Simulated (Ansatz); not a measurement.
System: ZrC (rock salt type), 2 atoms in the cell.

Level of theory: PBE, all-electron LAPW, point nucleus in Ansatz.

k-mesh 8×8×8 Γ-centred; Fermi–Dirac smearing of 0.1 eV; no spin polarisation.

```
CELL_PARAMETERS angstrom
0.00000 2.35500 2.35500
2.35500 0.00000 2.35500
2.35500 2.35500 0.00000
ATOMIC_POSITIONS crystal
Zr 0.00000 0.00000 0.00000
C 0.50000 0.50000 0.50000
```

Task: Is the cell under compression or tension, and by how much?

Result: The pressure is -0.11 GPa, so at these settings the cell is stretched and would shrink.

The k-mesh is modest, so these values aren't fully converged in k.
